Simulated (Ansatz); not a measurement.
The calculation used DFT PBE, scalar-relativistic, plane waves, PAW (Ansatz). Settings: cutoff 420 eV, Γ-centred meshes spaced at most about 0.3 Å⁻¹, and about 0.25 Å⁻¹ or finer for metals (2π included), Gaussian smearing. Collinear spin in cells that started with moments and kept them past the coarse steps, no spin elsewhere.

These are static total energies at zero pressure. All come from trial cells, and lower structures may exist.

Problem. Which of these relaxed structures of CaCrC4N4 is the lowest in energy?
1.

```
CELL_PARAMETERS angstrom
4.80716 -5.46709 0.00000
4.80716 5.46709 0.00000
0.00000 0.00000 3.83445
ATOMIC_POSITIONS crystal
Ca 0.50000 0.50000 0.65588
Cr 0.00000 0.00000 0.98561
C 0.81661 0.18339 0.87724
C 0.79042 0.79042 0.09127
C 0.20958 0.20958 0.09127
C 0.18339 0.81661 0.87724
N 0.71437 0.28563 0.78768
N 0.67286 0.67286 0.17439
N 0.32714 0.32714 0.17439
N 0.28563 0.71437 0.78768
```

2.

```
CELL_PARAMETERS angstrom
6.43372 0.00000 0.00000
0.00000 6.43372 0.00000
0.00000 0.00000 6.43372
ATOMIC_POSITIONS crystal
Ca 0.50000 0.50000 0.50000
Cr 0.00000 0.00000 0.00000
C 0.18388 0.18388 0.18388
C 0.18388 0.81612 0.81612
C 0.81612 0.18388 0.81612
C 0.81612 0.81612 0.18388
N 0.28906 0.28906 0.28906
N 0.28906 0.71094 0.71094
N 0.71094 0.28906 0.71094
N 0.71094 0.71094 0.28906
```

Solution. 1. It has space group Cmm2 (No. 35); the next, 2, with space group P-43m (No. 215), lies 115 meV/atom higher. Largest moments: 1 2.8 μB, 2 2.7 μB. The shortest distance is 1.17 Å (C–N) in the lowest and 1.17 Å (C–N) in the next.

In such compounds of Cr a zero gap at this level may well be an artefact, since no Hubbard U is applied. Another magnetic order may lie lower. Cells relaxed within their symmetry can be saddle points. The Cmm2 cell of CaCrC4N4 came from shaking the P-43m one. Some structure types and database cells were kept out of the candidates from the start, so a known form may be missing.
